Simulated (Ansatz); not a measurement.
ZnS: do the settings matter for the field gradients?

Cell: a COD entry (the entry's cell lengths or inner coordinates differ somewhat from later room-temperature determinations), taken as it stands.

Space group P6_3mc (No. 186); a = 3.8120, c = 18.6900 Å, γ = 120.00°.

```csv
site,Wyckoff,site symmetry,x,y,z
Zn1,2a,3m.,0.0000,0.0000,0.0000
Zn3,2b,3m.,0.3333,0.6667,0.1667
Zn5,2b,3m.,0.6667,0.3333,0.3333
S7,2a,3m.,0.0000,0.0000,0.1250
S9,2b,3m.,0.3333,0.6667,0.2917
S11,2b,3m.,0.6667,0.3333,0.4583
```

One atom of each set is listed.

Reference run. Method: Kohn–Sham DFT in Ansatz, PBE, plane waves and PAW, scalar-relativistic, 420 eV cutoff, Γ-centred 8×8×2 k-points, Fermi–Dirac smearing 0.02 eV.

(1) The input is changed as follows: `kpoints.mp_grid.grid`: [8, 8, 2] → [1, 1, 1]; `scf.max_iter`: not typed → 60. What happens to V_zz (10²¹ V/m²) and η?

Answers

(1) 

```csv
site,V_zz reference,η reference,V_zz changed,η changed
Zn1,-0.079,0.00,4.24,0.00
Zn3,0.095,0.00,4.32,0.00
Zn5,0.055,0.00,4.37,0.00
S7,0.15,0.00,30.1,0.00
S9,0.030,0.00,29.9,0.00
S11,0.056,0.00,30.0,0.00
```

The largest change of V_zz is on S7, from 0.15 to 30.1. Small gradients that grow severalfold: Zn3 (0.095 to 4.32), Zn1 (-0.079 to 4.24), S11 (0.056 to 30.0), Zn5 (0.055 to 4.37) and 1 more site. V_zz changes sign on Zn1 (same axis). At these positions the changed run has forces up to 2.0 eV/Å, so its atoms aren't at their own equilibrium. Its pressure is 30 GPa, against 2 GPa in the reference run. SCF iterations: 8 and 10. The changed input holds the Γ point alone as its k-mesh, so its numbers aren't properties of the crystal.
